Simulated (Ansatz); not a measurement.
Polymorphs of NbRu, each relaxed with plane-wave PAW r²SCAN (Ansatz code):

A: L1₀ or tetragonal B2 (P4/mmm)
a = 3.047 Å, b = 3.047 Å, c = 3.397 Å, α = 90.00°, β = 90.00°, γ = 90.00°

```tsv
atom	site	symmetry	x	y	z
Ru	1d	4/mmm	0.5000	0.5000	0.5000
Nb	1a	4/mmm	0.0000	0.0000	0.0000
```

B: CsCl type (Pm-3m)
a = b = c = 3.159 Å, α = β = γ = 90.00°

```
atom  site  symmetry       x       y       z
----  ----  --------  ------  ------  ------
Ru      1b      m-3m  0.5000  0.5000  0.5000
Nb      1a      m-3m  0.0000  0.0000  0.0000
```

Task: Put the candidates in order of energy per atom at 0 K, lowest first, for r²SCAN.

Result: A (+0 meV/atom), B (+27 meV/atom)

Standing as an ambient phase not checked: A; B. All cells were relaxed under the symmetry of their starts (and spin orders); stability against distortions was not tested throughout. Rows with no word on spin ran without spin polarisation. Scalar-relativistic: spin–orbit coupling is off unless named, which matters more the heavier the elements.

Energies hold the estimated change up to a 700 eV cutoff; steps of a few meV lie near the error of the meshes.

Potentials: the later of the program's two PAW sets.
